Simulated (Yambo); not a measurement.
G0W0@PBEsol for K4BeP2 (space group R-3m, No. 166) in Yambo (2×2×2 mesh, 7 Ry block, plasmon pole, screening fixed), without a terminator:

| bands N in G | gap L → Γ (eV) | shift of the valence edge (eV) |
|---|---|---|
| 110 | 2.079 | -0.541 |
| 195 | 2.174 | -0.789 |
| 310 | 2.225 | -0.894 |

Question: Extrapolate both columns to infinite N with E(N) = E∞ + A/N, test the form, and compare with the terminator.

Answer: From two points, E∞ = (N2 E2 − N1 E1)/(N2 − N1). The two largest N give 2.31 eV for the gap and -1.07 eV for the shift; the two smallest give 2.30 eV and -1.11 eV. For the gap the slopes A are -24 and -27 eV: the 1/N form holds. For the shift the slopes A are 63 and 55 eV: the 1/N form holds. With the Bruneval-Gonze terminator and 310 bands the run gives 2.25 eV and -0.96 eV, 0.07 eV and 0.11 eV from the extrapolated values: the terminator too is an estimate of the remainder. Block, mesh and the bands in W are held fixed.

Geometry of the Materials Project entry, not relaxed at this level; primitive cell a = 8.9814 Å, b = 8.9814 Å, c = 8.9814 Å, α = 36.17°, β = 36.17°, γ = 36.17°.

A shift is the quasiparticle energy of the state minus its PBEsol energy.
